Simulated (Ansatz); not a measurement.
SrAlSiH in space group P3m1 (No. 156; Sr on 1a, Al on 1c, Si on 1b, H on 1c) at seven volumes, DFT-PBEsol in the program Ansatz with PAW potentials, shape and atoms relaxed at each. One row is withheld.

```
V (Å³/atom)  P (GPa)
-----------  -------
16.719          5.23
17.270          3.27
17.821             ?
18.372          0.00
18.923         -1.36
19.475         -2.57
20.026         -3.63
```

Fit the shown pressures and predict the withheld one.

Third-order Birch–Murnaghan: P = (3/2)B₀(x^(7/2) − x^(5/2))[1 + (3/4)(B′ − 4)(x − 1)] with x = (V₀/V)^(2/3). Least squares on the six rows gives V₀ = 18.372 Å³/atom, B₀ = 48.15 GPa, B′ = 3.06. At V = 17.821, x = 1.0205 and P = 1.54 GPa. The run itself gave 1.55 GPa.

The workflow started from a Materials Project entry (that database holds measured and hypothetical structures alike); the Crystallography Open Database copy checked does not list it. Whether it is the stable phase at ambient conditions was not checked. Symmetry was held in the PBEsol relaxation; whether a distortion lowers the energy is not shown.

Potentials: the later of the program's two PAW sets.
